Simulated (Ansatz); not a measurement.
Mg₅Se₂: rattling a relaxed structure

The cell was found from a proposed guess, not taken from experiment.

Computed with DFT PBE, scalar-relativistic, plane waves, PAW (Ansatz 0.2.0). Settings: cutoff 420 eV, Γ-centred mesh 12×12×4 on the computed 7-atom cell, Gaussian smearing of 0.10 eV; no spin polarisation.

The cell below (7 atoms, space group P-3m1 (No. 164)) is relaxed within its symmetry.

```
CELL_PARAMETERS angstrom
3.72987 0.00000 0.00000
-1.86493 3.23016 0.00000
0.00000 0.00000 13.93049
ATOMIC_POSITIONS crystal
Mg 0.00000 0.00000 0.00000
Mg 0.66667 0.33333 0.23588
Mg 0.33333 0.66667 0.76412
Mg 0.66667 0.33333 0.58812
Mg 0.33333 0.66667 0.41188
Se 0.66667 0.33333 0.88223
Se 0.33333 0.66667 0.11777
```

For the test it was strained at random (σ = 1.5 % a component), the atoms were moved at random (σ = 0.05 Å), and all was relaxed again on a coarse 6×6×2 mesh (in the run’s order of axes) with 0.20 eV smearing, with no symmetry imposed.

**Question.** Does it come back?

**Answer.** It returns, within 2 meV/atom of the unmoved cell on that mesh and with the same symmetry when read at 0.1 Å (P1 at 0.01 Å, so small strains and shifts remain). No instability shows in this cell; modes of other wave vectors, which need another repeat, aren't tested.
